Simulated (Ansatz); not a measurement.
## An elastic constant from a strain scan in BaTiO3

Method: DFT r2SCAN, scalar-relativistic, plane waves, PAW in Ansatz. Cutoff 500 eV, Γ-centred 8×8×8 k-points, Gaussian smearing of 0.05 eV. No spin polarisation. Energies are free energies at this smearing, counted from the undisturbed cell; pressure is positive in compression.

Reference structure (relaxed at this level; it needn't be the usual structure):

```xyz
5
Lattice="3.9723 0.0000 0.0000 0.0000 3.9723 0.0000 0.0000 0.0000 4.1124" Properties=species:S:1:pos:R:3 pbc="T T T"
Ba    0.0000    0.0000    4.0820
Ti    1.9862    1.9862    1.9514
O     1.9862    1.9862    0.1298
O     1.9862    0.0000    2.1164
O     0.0000    1.9862    2.1164
```

The cell is strained by ε times the Voigt pattern (1, 1, 0, 0, 0, 0) (xx, yy, zz, yz, xz, xy; engineering shear) with fractional coordinates fixed. The cell holds 5 atoms in V0 = 64.89 Å³. The stress column is τ = (1/V0) dE/dε, got from the stress tensor σ (compression positive) at each point as −det(1 + εP) σ : P(1 + εP)⁻¹, with P the pattern as a tensor.

| ε | ΔE (meV/atom) | τ (GPa) |
| --- | --- | --- |
| -0.0200 | 14.520 | -18.554 |
| -0.0150 | 8.027 | -13.560 |
| -0.0100 | 3.508 | -8.809 |
| 0.0000 | 0.000 | 0.004 |
| 0.0050 | 0.836 | 4.087 |
| 0.0100 | 3.283 | 7.966 |
| 0.0150 | 7.264 | 11.650 |
| 0.0200 | ? | ? |

Task: Which combination of elastic constants does this scan measure, and how large is it?

Result: For small ε, τ = τ0 + Kε with K = pᵀCp, which for this pattern is C11 + C22 + 2 C12 in the Cartesian frame shown. The parabola through τ at ε = -0.0100, 0 and 0.0050 has slope K = 838 GPa at zero. The energies per cell, E = NΔE, of the same two points give K = 2[E(ε₊)/ε₊ − E(ε₋)/ε₋]/[(ε₊ − ε₋)V0] = 853 GPa, in agreement. These are clamped-ion values.

Task: Predict the withheld row at ε = 0.0200 from the harmonic law, and compare.

Result: ΔE = V0(τ0 ε + Kε²/2)/N = 13.585 meV/atom and τ = 16.77 GPa. The calculation gives 12.697 meV/atom and 15.15 GPa: the energy lies 7 % below the harmonic value, as bonds soften when stretched.

Forces appear on the atoms along this scan, and letting them relax would lower the energy and soften the response.